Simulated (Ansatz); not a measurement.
HBr on a (110) slab of W (Im-3m (No. 229)), 3 planes, outer planes W (top) and W (bottom), 1 a cell of 28.2 Å², relaxed and still whole (its atoms last):

```
CELL_PARAMETERS angstrom
5.47220 0.00000 0.00000
-1.82407 5.15924 0.00000
0.00000 0.00000 23.99703
ATOMIC_POSITIONS crystal
W 0.25000 0.25000 0.33337
W 0.25000 0.75000 0.33337
W 0.75000 0.25000 0.33337
W 0.75000 0.75000 0.33337
W 0.49984 0.49959 0.42434
W 0.50163 0.99837 0.42437
W 0.99879 0.50121 0.42446
W 0.00041 0.00016 0.42434
W 0.74946 0.75054 0.51857
W 0.74985 0.24862 0.51468
W 0.25138 0.75015 0.51468
W 0.25026 0.24974 0.51477
Br 0.80218 0.69782 0.63289
H 0.65918 0.84082 0.66316
```

Method: Ansatz 0.2.0, DFT PBE+D3(BJ), scalar-relativistic, plane waves, PAW. Settings: cutoff 420 eV, Γ-centred mesh 4×4×1 on the computed 14-atom cell, Gaussian smearing of 0.10 eV; no spin polarisation. A dipole correction removes the field between periodic images along c.

It binds with 0.49 eV a molecule against the clean slab and the free molecule (no zero-point or thermal terms); its shortest contact is Br–W 2.78 Å. Take first-order desorption with no barrier to adsorption, no reaction on the face and an assumed prefactor of 10^13 s⁻¹.

Q: How long does a molecule stay at 300 K?

A: τ = ν⁻¹·exp(E/k_BT) with k_BT = 0.0259 eV: E/k_BT = 19.0, so τ ≈ 2×10^-5 s. At about one hit a site a second (10⁻⁶ mbar) the coverage is near τ × 1 s⁻¹, so a layer needs roughly 6×10^-2 mbar.

Q: Where does its peak lie in a desorption experiment heated at 1 K/s?

A: The peak obeys E/(k_B·T_p²) = (ν/β)·exp(−E/k_BT_p). Solving gives T_p ≈ 180 K (E/k_BT_p = 31.7). An error of 0.1 eV in E moves it by about 37 K, and larger molecules have larger prefactors, which lowers it.

Q: Another start (flat) ends as Br + H with E_ads = -3.18 eV (negative is bound). What does this add?

A: The reacted state lies 2.69 eV below the whole molecule, and a relaxation reached it with no barrier from that start. The whole molecule may then be a precursor, and τ and T_p above hold only if it doesn't react first.